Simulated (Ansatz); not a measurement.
P:
```
CELL_PARAMETERS angstrom
      3.28511     0.00000     0.00000
      0.00000     4.58566     0.00000
      0.00000     0.00000    30.00000
ATOMIC_POSITIONS crystal
  P  0.00000 0.91016 0.53482
  P  0.50000 0.58984 0.53482
  P  0.00000 0.08984 0.46518
  P  0.50000 0.41016 0.46518
```
The layer is periodic in x and y and isolated along z.

Relaxed with r²SCAN+D4.

Question: All from DFT-r²SCAN+D4 in the program Ansatz with PAW potentials, unless another level is named. Give the HSE06 gap on the r²SCAN+D4 cell.

Answer: 1.53 eV.

Question: What about the HSE06 ionisation potential?

Answer: 5.44 eV.

Question: And the hole effective mass, in the valley on the Γ–X line, 10 % of the way from Γ?

Answer: 2.9 along x, 0.13 along y (mₑ).

Question: Next, the ionisation potential (Kohn–Sham)?

Answer: 5.18 eV.

Space group Pmna (puckered). A layer that has been made, often on a substrate. Symmetry was held in the r²SCAN+D4 relaxation; whether a distortion lowers the energy is not shown.

Potentials: the earlier of the program's two PAW sets.
